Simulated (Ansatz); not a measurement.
A trial cell of Si₃Sn, before relaxation:

```cif
data_structure
_symmetry_space_group_name_H-M 'P-6m2'
_symmetry_Int_Tables_number 187
_cell_length_a 2.9695
_cell_length_b 2.9695
_cell_length_c 9.6454
_cell_angle_alpha 90.000
_cell_angle_beta 90.000
_cell_angle_gamma 120.000
_cell_volume 73.66
loop_
_atom_site_label
_atom_site_type_symbol
_atom_site_symmetry_multiplicity
_atom_site_Wyckoff_symbol
_atom_site_fract_x
_atom_site_fract_y
_atom_site_fract_z
_atom_site_occupancy
Si1 Si 2 h 0.33333 0.66667 0.75000 1
Si2 Si 1 f 0.66667 0.33333 0.50000 1
Sn1 Sn 1 e 0.66667 0.33333 0.00000 1
```

Theory: Ansatz, DFT PBE, scalar-relativistic, plane waves, PAW. Cutoff 420 eV, Gaussian smearing, Γ-centred meshes. Cell and atoms relax first on a coarse mesh and then on a finer one. In between, the cell is made exact in the group found at 0.06 Å. In metals the finer mesh still leaves noise of several meV/atom or more. The steps can't lower the symmetry of their start. No spin polarisation.

A guess keeps its type if space group and coordination stay and the shape of the cell changes little (axis ratios within about 15 %, angles within 6°); the volume may change.

Question: Does it keep its structure type, or change into something else?

Answer: It doesn't keep its type. The symmetry stays P-6m2 (No. 187). The volume per atom grows by 6.9 %, from 18.4 to 19.7 Å³. The shortest distance goes from 2.96 Å (Si–Sn and Si–Si) to 2.49 Å (Si–Si). The ratio c/a of the conventional cell changes by a factor of 0.62. Counting neighbours within 15 % of an atom's shortest distance, the start has Si 12, Sn 12 and the end Si 4/6, Sn 6. In detail, at the end Si on a site of symmetry 3m is surrounded by 3 Si at 2.49 Å, 1 Si at 2.79 Å and 3 Sn at 3.00 Å; around Si on a site of symmetry -6m2 lie 6 Si at 2.49 Å, 6 Si at 3.57 Å and 2 Sn at 3.57 Å; around Sn lie 6 Si at 3.00 Å, 6 Sn at 3.57 Å and 2 Si at 3.57 Å.

```cif
data_structure
_symmetry_space_group_name_H-M 'P 1'
_symmetry_Int_Tables_number 1
_cell_length_a 3.5692
_cell_length_b 3.5692
_cell_length_c 7.1394
_cell_angle_alpha 90.000
_cell_angle_beta 90.000
_cell_angle_gamma 120.000
_cell_volume 78.76
loop_
_atom_site_label
_atom_site_type_symbol
_atom_site_fract_x
_atom_site_fract_y
_atom_site_fract_z
_atom_site_occupancy
Si1 Si 0.33333 0.66667 0.69536 1
Si2 Si 0.33333 0.66667 0.30464 1
Si3 Si 0.66667 0.33333 0.50000 1
Sn1 Sn 0.66667 0.33333 0.00000 1
```

The zero of energy is the elements' standard structures at the same level; no fitted shifts are applied. The references include grey tin.

Question: At what energy does it end?

Answer: +0.37 eV/atom. A positive value: parting into the elements would lower its energy.

The last run used an 18×18×8 mesh (in the run's order of axes) for its 4-atom cell and Gaussian smearing of 0.10 eV. A structure relaxed within its symmetry needn't be a true minimum.

In counts of neighbours, a slash parts the counts of unlike sites.
